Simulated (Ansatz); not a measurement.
## NiC3S: forces and stress of a distorted cell

This is generated NiC3S in the cubic perovskite structure, strained and with atoms displaced, expanded.

PBE, all-electron LAPW in Ansatz, scalar-relativistic, Dirac core shells, point nuclei. Brillouin zone: 2×2×2 (half-step shift), Fermi–Dirac smearing of 0.15 eV; a denser mesh would shift the values. For a metal, stress, forces and moments on so few k-points can be far from the converged ones. The run is spin-unpolarised. So it leaves out the moments that atoms of Ni often carry. Labels count atoms in the order given.

```
S C Ni
1.0
     3.86404   -0.09889    0.11466
    -0.09889    3.65661    0.15660
     0.11466    0.15660    3.53555
S C Ni
1 3 1
Direct
  0.78592 0.87882 0.72324
  0.29357 0.86831 0.66597
  0.81139 0.35991 0.72329
  0.78486 0.85641 0.20719
  0.31178 0.37472 0.20553
```

| atom | Fx (eV/Å) | Fy (eV/Å) | Fz (eV/Å) |
| --- | --- | --- | --- |
| S1 | 0.362 | -1.085 | -1.704 |
| C2 | 0.092 | 0.091 | -0.563 |
| C3 | -0.015 | 0.896 | 0.348 |
| C4 | -0.482 | -0.109 | 1.439 |
| Ni5 | 0.044 | 0.207 | 0.480 |

Stress xx yy zz yz xz xy in GPa, positive in compression: -31.21 -15.00 -4.75 -3.60 -3.39 4.09.

| Property | Result |
| --- | --- |
| Pressure | -16.99 GPa |
| Largest force | 2.052 eV/Å |
